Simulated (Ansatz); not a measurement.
## Ag under pressure

All numbers below come from Ansatz, DFT LDA, scalar-relativistic, plane waves, PAW. Settings: 420 eV plane-wave cutoff, Γ-centred 18×18×10 mesh, Fermi-Dirac smearing of 0.15 eV. No spin polarisation. Phonons by linear response, acoustic sum rule imposed.

The cell, relaxed at this level:
```xyz
2
Lattice="2.8261 0.0000 0.0000 -1.4130 2.4475 0.0000 0.0000 0.0000 4.6396" Properties=species:S:1:pos:R:3 pbc="T T T"
Ag    0.0000    1.6316    1.1599
Ag    1.4130    0.8158    3.4797
```

In a metal, frequencies and elastic constants depend on the k mesh and the smearing, soft modes and shear constants most.

Optical modes at Γ (cm⁻¹) at zero pressure: 74, 187.

Under hydrostatic pressure the same modes lie at 94, 250 cm⁻¹. What is the pressure, and how much has the cell shrunk?

Answers

22 GPa; the volume is 10.9 % smaller.

This form isn't the element's structure at ambient conditions.

Cost: 2 runs of about 3.3 core-minutes in all, on AMD EPYC 7R43 (Zen 3) (shared hosts).